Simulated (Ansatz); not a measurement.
Starting cell, TiO2 (rutile):

```
CELL_PARAMETERS angstrom
      4.59117     0.00000     0.00000
      0.00000     4.59117     0.00000
      0.00000     0.00000     2.93906
ATOMIC_POSITIONS crystal
  Ti 0.00000 0.00000 0.00000
  Ti 0.50000 0.50000 0.50000
  O  0.30444 0.30444 0.00000
  O  0.80444 0.19556 0.50000
  O  0.19556 0.80444 0.50000
  O  0.69556 0.69556 0.00000
```

Scan: atom 1 (Ti, nearest neighbour O at 1.942 Å; its periodic images, 2.9 Å or more away, move with it) is displaced along Cartesian [110], direction (0.707, 0.707, 0.000) in Cartesian axes, by s. The other atoms stay.

Method: PBEsol (plane waves to 420 eV, PAW, scalar-relativistic; Ansatz, a program for electronic structure). k mesh 6×6×9 (Γ-centred), Fermi-Dirac smearing 0.05 eV. E stands for the smeared free energy. Left out: 4 of 11 points, with atoms too close for the PAW data. TiO2 is run without spin polarisation. TiO2 was relaxed with its symmetry unable to fall. The zero of ΔE is the undisplaced structure.

Successive frames, forces in eV/Å:

| frame | ΔE (eV/cell) | F on Ti1 | F on Ti2 | F on O3 | F on O4 | F on O5 | F on O6 |
|---|---|---|---|---|---|---|---|
| s = -0.078 Å | 0.034 | (0.635, 0.635, 0.000) | (-0.791, -0.791, 0.000) | (0.188, 0.188, 0.000) | (-0.019, -0.027, 0.000) | (-0.027, -0.019, 0.000) | (0.014, 0.014, 0.000) |
| s = 0.000 Å | 0.000 | (0.000, 0.000, 0.000) | (0.000, 0.000, 0.000) | (0.000, 0.000, 0.000) | (0.000, 0.000, 0.000) | (0.000, 0.000, 0.000) | (0.000, 0.000, 0.000) |
| s = 0.078 Å | 0.034 | (-0.635, -0.635, 0.000) | (0.791, 0.791, 0.000) | (-0.014, -0.014, 0.000) | (0.027, 0.019, 0.000) | (0.019, 0.027, 0.000) | (-0.188, -0.188, 0.000) |

Q: What are the energy and the forces in the next frame, s = 0.156 Å?

A: ΔE (eV/cell) = 0.149.

```
atom      Fx      Fy     Fz
----  ------  ------  -----
Ti1   -1.500  -1.500  0.000
Ti2    1.566   1.566  0.000
O3     0.264   0.264  0.000
O4     0.080   0.051  0.000
O5     0.051   0.080  0.000
O6    -0.461  -0.461  0.000
```

(For displaced atoms, the force is minus the slope of the energy, and its curvature is a force constant, which sets phonon frequencies.)
